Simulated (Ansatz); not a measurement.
## Relaxation path: hcp Bi (10-10), 6 layers

DFT, LDA, PAW with Ansatz's default frozen-core files, scalar-relativistic (Ansatz 0.2.0); a Γ-centred 12×7×1 k mesh, Fermi–Dirac smearing of 0.08 eV, no spin polarisation. The run relaxes the atoms in the fixed cell.

Command: `ansatz run input.yaml --threads 2 --pin off --max-ram 4096MiB --backend cpu --events-out ev --progress --plain --runs-dir out` It took 2.1 min on 2 threads of Intel(R) Xeon(R) 6975P-C (Granite Rapids), on a shared host, peak memory 0.93 GiB.

```yaml
crystal:
  lattice:
    - [3.4588773417, 0.0, 0.0]
    - [0.0, 5.6736239478, 0.0]
    - [0.0, 0.0, 22.9894]
  atoms:
    - { symbol: Bi, position: [0.75, 0.75, 0.3479855241] }
    - { symbol: Bi, position: [0.25, 0.25, 0.3914182318] }
    - { symbol: Bi, position: [0.25, 0.75, 0.4782836462] }
    - { symbol: Bi, position: [0.75, 0.25, 0.5217163538] }
    - { symbol: Bi, position: [0.75, 0.75, 0.6085817682] }
    - { symbol: Bi, position: [0.25, 0.25, 0.6520144759] }
kpoints:
  mp_grid: { grid: [12, 7, 1] }
scf:
  occupations: { method: fermi_dirac, width: 0.08 }
hamiltonian:
  xc: lda
  pseudopotentials: { kind: paw }
output:
  forces: true
  stress: true
  eigenvalues: true
  write_density: true
  write_potential: true
  elf: true
  volumetric_format: npy
relax:
  f_tol: 0.01
  max_steps: 40
efield:
  axis: 3
  amplitude: 0
  dipole_correction: true
```

Each step lists its free energy a cell above the last geometry, and Cartesian positions (Å) with forces (eV/Å).

The first step:

```
step 1  dF = 139.52 meV
  Bi 2.5942 4.2552 8.0000   0.0000 0.0000 0.4456
  Bi 0.8647 1.4184 8.9985   0.0000 0.0000 -0.1873
  Bi 0.8647 4.2552 10.9955   0.0000 0.0000 -0.3018
  Bi 2.5942 1.4184 11.9939   0.0000 0.0000 0.3018
  Bi 2.5942 4.2552 13.9909   0.0000 0.0000 0.1873
  Bi 0.8647 1.4184 14.9894   0.0000 0.0000 -0.4456
```

Spin–orbit coupling is left out, which matters for the heavy atoms. The PAW files were made under PBE. The cell is 1×1, so reconstructions are forbidden.

Q: Where does the relaxation end, and by which steps?

A: After 6 geometries, with a shortest distance of 3.221 Å. The further steps:
```
step 2  dF = 24.55 meV
  Bi 2.5942 4.2552 8.1960   0.0000 0.0000 0.0872
  Bi 0.8647 1.4184 8.9740   0.0000 0.0000 -0.0977
  Bi 0.8647 4.2552 10.9942   0.0000 0.0000 -0.1583
  Bi 2.5942 1.4184 11.9952   0.0000 0.0000 0.1583
  Bi 2.5942 4.2552 14.0154   0.0000 0.0000 0.0977
  Bi 0.8647 1.4184 14.7934   0.0000 0.0000 -0.0872
step 3  dF = 8.17 meV
  Bi 2.5942 4.2552 8.2195   0.0000 0.0000 -0.0327
  Bi 0.8647 1.4184 8.9230   0.0000 0.0000 -0.0119
  Bi 0.8647 4.2552 10.9478   0.0000 0.0000 -0.0473
  Bi 2.5942 1.4184 12.0416   0.0000 0.0000 0.0473
  Bi 2.5942 4.2552 14.0664   0.0000 0.0000 0.0119
  Bi 0.8647 1.4184 14.7699   0.0000 0.0000 0.0327
step 4  dF = 3.43 meV
  Bi 2.5942 4.2552 8.1875   0.0000 0.0000 -0.0206
  Bi 0.8647 1.4184 8.9015   0.0000 0.0000 0.0147
  Bi 0.8647 4.2552 10.9106   0.0000 0.0000 -0.0364
  Bi 2.5942 1.4184 12.0788   0.0000 0.0000 0.0364
  Bi 2.5942 4.2552 14.0879   0.0000 0.0000 -0.0147
  Bi 0.8647 1.4184 14.8019   0.0000 0.0000 0.0206
step 5  dF = 0.33 meV
  Bi 2.5942 4.2552 8.1295   0.0000 0.0000 -0.0184
  Bi 0.8647 1.4184 8.8952   0.0000 0.0000 -0.0018
  Bi 0.8647 4.2552 10.8314   0.0000 0.0000 0.0287
  Bi 2.5942 1.4184 12.1580   0.0000 0.0000 -0.0287
  Bi 2.5942 4.2552 14.0942   0.0000 0.0000 0.0018
  Bi 0.8647 1.4184 14.8599   0.0000 0.0000 0.0184
step 6  dF = 0.00 meV
  Bi 2.5942 4.2552 8.1331   0.0000 0.0000 0.0097
  Bi 0.8647 1.4184 8.8957   0.0000 0.0000 0.0034
  Bi 0.8647 4.2552 10.8500   0.0000 0.0000 -0.0090
  Bi 2.5942 1.4184 12.1394   0.0000 0.0000 0.0090
  Bi 2.5942 4.2552 14.0937   0.0000 0.0000 -0.0034
  Bi 0.8647 1.4184 14.8563   0.0000 0.0000 -0.0097
step 7  dF = 0.00 meV  (same geometry, solved once more)
  Bi 2.5942 4.2552 8.1331   0.0000 0.0000 0.0097
  Bi 0.8647 1.4184 8.8957   0.0000 0.0000 0.0034
  Bi 0.8647 4.2552 10.8500   0.0000 0.0000 -0.0091
  Bi 2.5942 1.4184 12.1394   0.0000 0.0000 0.0091
  Bi 2.5942 4.2552 14.0937   0.0000 0.0000 -0.0034
  Bi 0.8647 1.4184 14.8563   0.0000 0.0000 -0.0097
```
